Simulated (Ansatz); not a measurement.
# Ca3Eu: Eu vacancy

Level of theory: PBEsol, collinear spin, scalar-relativistic; Ansatz, plane waves to 420 eV (PAW set soft_2), k-mesh 2×2×2 shifted by half a step.

The relaxed host crystal (no gap at this level of theory):

```
Ca Eu
1.0
     7.67957    0.00000    0.00000
    -3.83978    6.65070    0.00000
     0.00000    0.00000    6.36217
Ca Eu
6 2
Direct
  0.33427 0.16714 0.75000
  0.83286 0.16714 0.75000
  0.83286 0.66573 0.75000
  0.66573 0.83286 0.25000
  0.16714 0.83286 0.25000
  0.16714 0.33427 0.25000
  0.66667 0.33333 0.25000
  0.33333 0.66667 0.75000
```

Supercell of 24 atoms, rows of the matrix [[-1,0,-1],[1,1,-1],[0,-1,-1]] times the cell vectors; Eu vacancy at (0.667, 0.333, 0.250) in fractions of the cell above. Atoms are relaxed at the host's cell. The cell loses 1 of its 6 Eu, so this is a heavily defective crystal.

Distances from the empty Eu site (Å), by shell of the perfect crystal:

```csv
shell,perfect crystal,"relaxed, charge 0"
12 Ca,3.86 (3.84 to 3.87),3.85 (3.83 to 3.87)
```

```csv
charge,moment of the cell (μB),gap of the cell on the mesh (eV)
0,39.26,0.00
```

At charge 0 the unpaired electrons sit on atoms with moments (μB): 5 Eu of 7.06.

Formation energy of the neutral defect: 1.01 eV, taking atoms from and to the elements' standard states (no corrections for gases), so it belongs to those chemical potentials alone.

Caveats: 4f shell without a U, which puts 4f levels too near the Fermi level; open f or d shells may hold a state above the lowest; small supercell, so energies and levels can be off by tenths of an eV; the atoms kept the symmetry of the start, so a distorted state could lie lower.
